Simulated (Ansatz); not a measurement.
Space group Pmmn:1 (No. 59). a = 3.161 Å, b = 3.833 Å, c = 8.113 Å, α = 90.00°, β = 90.00°, γ = 90.00°
```
atom site symmetry x y z
  Cr    2a mm2  0.0000  0.0000  0.1037
  Cl    2b mm2  0.0000  0.5000  0.6894
   O    2b mm2  0.5000  0.0000  0.9497
```

Equation of state of this CrClO structure (not necessarily the ground state), with shape and atoms relaxed at each volume where symmetry leaves them free. Theory: Ansatz 0.2.0, DFT PBEsol, scalar-relativistic, plane waves, PAW.

Cutoff 420 eV; k points 12×10×6 on the computed 6-atom cell (Γ-centred); Gaussian smearing, width 0.02 eV; collinear spin.

```json
{"V (Å³/atom)": "15.400", "E − E(largest V) (meV/atom)": "2.08", "P (GPa)": "1.04", "gap on mesh (eV)": "0.56"}
{"V (Å³/atom)": "15.891", "E − E(largest V) (meV/atom)": "0.14", "P (GPa)": "0.41", "gap on mesh (eV)": "0.57"}
{"V (Å³/atom)": "16.383", "E − E(largest V) (meV/atom)": "-0.39", "P (GPa)": "0.02", "gap on mesh (eV)": "0.59"}
{"V (Å³/atom)": "16.874", "E − E(largest V) (meV/atom)": "-0.28", "P (GPa)": "-0.16", "gap on mesh (eV)": "0.60"}
{"V (Å³/atom)": "17.366", "E − E(largest V) (meV/atom)": "0.00", "P (GPa)": "-0.19", "gap on mesh (eV)": "0.61"}
```

**Question.** Fit a third-order Birch–Murnaghan equation to E(V).

**Answer.** V0 = 16.47 Å³/atom, B0 = 6 GPa, B0' = 33.9. B0' is unusual or poorly fixed by this range. Weakly bound parts are held here without a dispersion correction, so V0, B0 and B0' are rough as values of the real crystal.

Moments started parallel, and an antiferromagnetic order may lie lower. The cell holds layers, and where no dispersion correction was added their binding is poorly described.

The gaps are read on the mesh, which can miss the band edges, so they can be too wide.

Cost: 5 runs of about 32 core-minutes in all, on Intel Xeon Platinum 8488C (Sapphire Rapids) (shared hosts).